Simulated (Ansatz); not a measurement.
Sr$_{2}$FeBrO$_{3}$: which magnetic order is lowest?

```yaml
crystal:
  lattice:
    - [3.93070, 0.00000, 0.00000]
    - [0.00000, 3.93070, 0.00000]
    - [0.00000, 0.00000, 15.15160]
  atoms:
    - { symbol: Sr, position: [0.50000, 0.00000, 0.32520] }
    - { symbol: Sr, position: [0.00000, 0.50000, 0.67480] }
    - { symbol: Sr, position: [0.50000, 0.00000, 0.09100] }
    - { symbol: Sr, position: [0.00000, 0.50000, 0.90900] }
    - { symbol: Fe, position: [0.00000, 0.50000, 0.19566] }
    - { symbol: Fe, position: [0.50000, 0.00000, 0.80434] }
    - { symbol: Br, position: [0.00000, 0.50000, 0.41580] }
    - { symbol: Br, position: [0.50000, 0.00000, 0.58420] }
    - { symbol: O, position: [0.00000, 0.00000, 0.21771] }
    - { symbol: O, position: [0.50000, 0.50000, 0.21771] }
    - { symbol: O, position: [0.50000, 0.50000, 0.78229] }
    - { symbol: O, position: [0.00000, 0.00000, 0.78229] }
    - { symbol: O, position: [0.00000, 0.50000, 0.07070] }
    - { symbol: O, position: [0.50000, 0.00000, 0.92930] }
```

Method: r2SCAN with U_eff = 3.1 eV on Fe d (all-electron-ortho-atomic projectors) in Ansatz 0.2.0, PAW datasets, plane waves to 500 eV, 7×7×2 Γ-centred mesh, fermi-dirac occupations of width 0.050 eV. The atoms are fixed and numbered as listed; spin is collinear, without spin-orbit coupling.

Different starts of the self-consistent cycle ended in different solutions. Their moments in μB:

| state | Fe5 | Fe6 | other atoms together | size of the net moment a cell |
| --- | --- | --- | --- | --- |
| A | 3.85 | -3.85 | 0.00 | 0.00 |
| B | 0.00 | 0.00 | 0.00 | 0.00 |
| C | 3.86 | 3.86 | 1.30 | 10.00 |

Site moments are taken in small spheres that don't touch (radius about 0.4 of the atom's shortest bond), so those of the magnetic atoms read low, and they needn't add up to the net moment. State B was run without spin polarisation.

Problem. Rank the states by energy at zero smearing.

Solution. State A (antiparallel, compensated) comes first by a margin too small to trust; C (parallel moments) lies 0.2 meV above it, B (without moments) lies 421 meV above it, all counted an atom of the cell. The two lowest differ by only 1.2 meV for each atom with a column above, which mesh or functional could overturn.

Problem. Which states have a gap on the mesh, and what pressure does each exert on this cell?

Solution. A: gap 1.07 eV, 1.7 GPa; B: no gap, -4.4 GPa; C: gap 1.07 eV, 1.7 GPa (positive in compression). Moments take up room: without them the pressure is lower, so that state wants a smaller cell.

Problem. What does magnetism gain here?

Solution. 421 meV an atom of the cell, or 2950 meV for each Fe atom, against state B, which has none. A run without spin would miss this and give wrong energies and forces. That state isn't the paramagnet, which keeps its moments, so this is no ordering energy, and a U raises it further by its penalty on part-filled orbitals.

The cell is that of a Crystallography Open Database entry, unchanged.

Caveats: only orders that fit this cell and collinear spins were tried, so the true order may need a larger cell or canted moments; atoms and cell are not relaxed, and each state would relax in its own way; the U is a value in common use, not computed for this crystal; the k mesh is coarse, so differences of a few meV are uncertain where a state is a metal; one start a pattern, so a lower state of the same pattern may exist; the nearest magnetic pairs stand parallel in every state found, so their coupling isn't measured.
